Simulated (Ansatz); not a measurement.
GaSe (beta-GaS type, space group P6_3/mmc)

```yaml
crystal:
  lattice:
    - [3.76943, 0.00000, 0.00000]
    - [-1.88472, 3.26442, 0.00000]
    - [0.00000, 0.00000, 15.96417]
  atoms:
    - { symbol: Ga, position: [0.33333, 0.66667, 0.17347] }
    - { symbol: Ga, position: [0.66667, 0.33333, 0.67347] }
    - { symbol: Ga, position: [0.66667, 0.33333, 0.82653] }
    - { symbol: Ga, position: [0.33333, 0.66667, 0.32653] }
    - { symbol: Se, position: [0.33333, 0.66667, 0.59965] }
    - { symbol: Se, position: [0.66667, 0.33333, 0.09965] }
    - { symbol: Se, position: [0.66667, 0.33333, 0.40035] }
    - { symbol: Se, position: [0.33333, 0.66667, 0.90035] }
```

E(V) scan at fixed shape, V₀ the volume above. The atoms relax within the cell's symmetry.

These are PBE-D3(BJ) (plane waves to 420 eV, PAW, scalar-relativistic; Ansatz, a quantum-chemistry and plane-wave program) values and carry that method's errors. k mesh 10×10×2 (Γ-centred), Fermi-Dirac smearing 0.05 eV. Compression counts positive. GaSe was relaxed with its symmetry unable to fall. The PAW data are Ansatz's earlier set.

At one point of the scan the stress tensor (GPa) is:

```
  -0.98     0.00     0.00
   0.00    -0.98     0.00
   0.00     0.00    -0.42
```

Q: Which point is it?
A. V/V₀ = 1.075
B. V/V₀ = 1.100
C. V/V₀ = 1.025
D. V/V₀ = 1.050

A: C, V/V₀ = 1.025

(A scan under strain: stresses follow from slopes of the energy per volume, elastic moduli from its curvatures.)
